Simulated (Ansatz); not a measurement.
Input file for Ansatz (an electronic-structure program):

Ansatz 0.2 input:
```yaml
crystal:
  lattice:
    - [0.0, 5.142025131, 5.142025131]
    - [5.142025131, 0.0, 5.142025131]
    - [5.142025131, 5.142025131, 0.0]
  atoms:
    - { symbol: Cr, position: [0.125, 0.125, 0.125], spin: 3.13 }
    - { symbol: Cr, position: [0.625, 0.125, 0.125], spin: 3.13 }
    - { symbol: Cr, position: [0.125, 0.125, 0.625], spin: 3.13 }
    - { symbol: Cr, position: [0.125, 0.625, 0.125], spin: 3.13 }
    - { symbol: S, position: [0.8901678568, 0.8901678568, 0.8901678568], spin: -0.1 }
    - { symbol: S, position: [0.9205035703, 0.3598321432, 0.3598321432], spin: -0.1 }
    - { symbol: S, position: [0.8901678568, 0.8901678568, 0.3294964297], spin: -0.1 }
    - { symbol: S, position: [0.3598321432, 0.9205035703, 0.3598321432], spin: -0.1 }
    - { symbol: S, position: [0.3294964297, 0.8901678568, 0.8901678568], spin: -0.1 }
    - { symbol: S, position: [0.3598321432, 0.3598321432, 0.3598321432], spin: -0.1 }
    - { symbol: S, position: [0.8901678568, 0.3294964297, 0.8901678568], spin: -0.1 }
    - { symbol: S, position: [0.3598321432, 0.3598321432, 0.9205035703], spin: -0.1 }
    - { symbol: Cd, position: [0.5, 0.5, 0.5], spin: 0.03 }
    - { symbol: Cd, position: [0.75, 0.75, 0.75], spin: 0.03 }
kpoints:
  mp_grid: { grid: [5, 5, 5] }
hamiltonian:
  xc: r2scan
  pseudopotentials: { kind: paw }
magnetization: { spin_polarized: true }
scf:
  occupations: { method: gaussian, width: 0.02 }
checkpoint: { read: static.run }
output: { write_density: true, elf: true, volumetric_format: npy }
basis: { fft_grid_basis: typed }
```

Output (shortened):

```
Pseudopotential: Cr, paw, valence charge 14
Pseudopotential: S, paw, valence charge 6
Pseudopotential: Cd, paw, valence charge 20
Functional definition: r2SCAN
Crystal: 14 atoms, lattice volume = 271.915 Å³
Basis set: ecut = 500 eV, 6855 PW (Γ), exchange–correlation on 216×216×216 points (64 copies of the dense FFT grid, shifted against one another)
Bands: 95, of which v1, the nominal top of the filled ones, is band 72 counted from 1 (71 counted from 0)
Symmetry: 48 space group operations
Space group: Fd-3m (ITA 227), of the structure as read, at distance tolerance 6.5e-5 Å
k-points: 10 of 125
Stability of the state it starts from, as read at its close in the collinear treatment (another_mixer)
Starting moments: Σ|m| = 13.38 μB on 14 of 14 sites; this step starts from the density that it was given
iter 1 solved again at ethr=6.36e-8 eV; its pass at ethr=3.10e-3 eV (dr2=9.15e-5 eV) is discarded
SCF iter   1: F=—  HF=-37327.956436 eV  |F-HF|=—  |Δ(HF+E_count)|=         —  Δρ=3.35e-7 (↑2.60e-7 ↓3.35e-7)  dr2=6.43e-10  dr2_τ=1.45e-11  dr2_m=2.22e-11  M=12.000 μB ∫|m|=13.717 μB  β_m=1.20  ethr=6.36e-8  ⟨swp⟩=3.9  Hψ=12587  notcnv=0
preconditioner: auto → Resta (q_TF=auto, 2.454 Å⁻¹)
spin=Collinear: Resta preconditioning applied to the charge; magnetization (m = ρ↑ − ρ↓) channel mixes plain (no charge-response kernel on spin).
SCF iter   2: F=-37327.956436 eV  HF=-37327.956436 eV  |F-HF|=9.46e-11  |Δ(HF+E_count)|=   1.47e-7  Δρ=1.90e-7 (↑1.59e-7 ↓1.90e-7)  dr2=1.89e-10  dr2_τ=1.25e-11  dr2_m=1.72e-11  M=12.000 μB ∫|m|=13.717 μB  ethr=1.00e-12  ⟨swp⟩=6.8  Hψ=6896  notcnv=0
SCF 1 converged in 2 iterations: F = -37327.956436 eV  dr2 = 1.89e-10
Stability not checked (another_mixer)
SCF converged after 2 iterations
Magnetization: 12.0000 μB (78.0000 up, 66.0000 down)
Absolute magnetization: 13.7206 μB (∫|ρ↑−ρ↓|, with the PAW one-centre terms)
Spin contamination: 0.2652 ħ² per cell (⟨S²⟩ above its minimum at these occupations)
Per-site moments (μB) at R_I (Å): [(2.8057026506028944, 1.0003454453898577), (2.8057026506028926, 1.0003454453898573), (2.8057026506028913, 1.0003454453898573), (2.805702650602893, 1.0003454453898573), (-0.07133421808180616, 1.0003454453898577), …
Free energy (F): -37327.956436 eV
Harris-Foulkes:  -37327.956436 eV  (|F-HF|=9.46e-11)
Internal energy: -37327.956436 eV  (E = F + TS)
E sigma→0 (E₀):  -37327.956436 eV
Fermi energy:    8.662440 eV
--- Per-component energies (eV) ---
  E_band       = -2193.073483
  E_kinetic    = 3231.092526
  E_local      = -16330.043056  (includes V_loc(G=0)·N_el)
  E_nonlocal   = 622.702595
  E_hartree    = 7183.387554
  E_xc         = -1619.099104
  E_vxc        = -2043.028948  (∫ρ·V_xc dr)
  E_paw        = -17907.597835  (= ΣΔE_a)
  E_vpaw       = -2159.790975  (= ΣTr[D̂ρ^β])
  E_aug_tail   = 0.000918  (compensation charges beyond the density's cutoff)
  E_vtau       = 119.216260  (kinetic-family band-sum trace: ∫τ·v_τ [+ j·A + Jᵃ·Aᵃ] dr)
  E_ewald      = -12505.303049
  E_core_change = -3.096985  (= ΣΔE_core)
  E_smearing   =  0.000000  (= −TS)
  E_closure    = 0.000000  (closes the sum)
  Σ components = -37327.956436   (vs F -37327.956436, Δ=0.00e0)
  [band-id]    e_kinetic+e_local+e_nonlocal+2·e_hartree+e_vxc+e_vpaw+e_augmentation_tail+e_vtau = -2193.075571   (vs E_band -2193.073483, Δ=-2.09e-3)
--- Band table (eV; the first three rows and the last of 20) ---
  k-point 0 ↑: bands = ["-96.5536", "-96.5536", "-67.4169", "-67.4159", "-67.4159", "-67.4159", "-56.7137", "-56.7137", "-56.7137", "-56.7137", "-56.7137", "-56.7137", "-37.6239", "-37.6079", "-37.6079", "-37.6079", "-37.5889", "-37.5889", "-37.5877", …
  k-point 1 ↑: bands = ["-96.5536", "-96.5536", "-67.4168", "-67.4159", "-67.4159", "-67.4159", "-56.7137", "-56.7137", "-56.7137", "-56.7137", "-56.7137", "-56.7137", "-37.6227", "-37.6087", "-37.6077", "-37.6077", "-37.5887", "-37.5887", "-37.5881", …
  k-point 2 ↑: bands = ["-96.5536", "-96.5536", "-67.4167", "-67.4161", "-67.4159", "-67.4159", "-56.7137", "-56.7137", "-56.7137", "-56.7137", "-56.7137", "-56.7137", "-37.6203", "-37.6104", "-37.6074", "-37.6074", "-37.5889", "-37.5885", "-37.5885", …
  k-point 9 ↓: bands = ["-96.5556", "-96.5556", "-63.5989", "-63.5986", "-63.5981", "-63.5981", "-56.7161", "-56.7161", "-56.7161", "-56.7161", "-56.7161", "-56.7161", "-33.7807", "-33.7750", "-33.7663", "-33.7662", "-33.7206", "-33.7203", "-33.7189", …
```

Cost: about 60 core-seconds (a rough figure) on shared cores.

The workflow started from an entry of the Crystallography Open Database (COD). Its standing as an ambient phase is unchecked. The r²SCAN relaxation kept the symmetry of its start; its stability against distortions is not shown here. Spin order of the final state: ferromagnetic, chosen from 2 collinear starts compared on coarse meshes (ties went to the first, and starts can fall back to one state), not a proven ground state. Other orbital occupations within this spin state were not tried. No Hubbard U is applied. Point labels and valley counts follow the cell and symmetry of the run, lower than the named group. Scalar-relativistic: spin–orbit coupling is off unless named, which matters more the heavier the elements.

Potentials: the later of the program's two PAW sets.

Ansatz is a plane-wave DFT program.
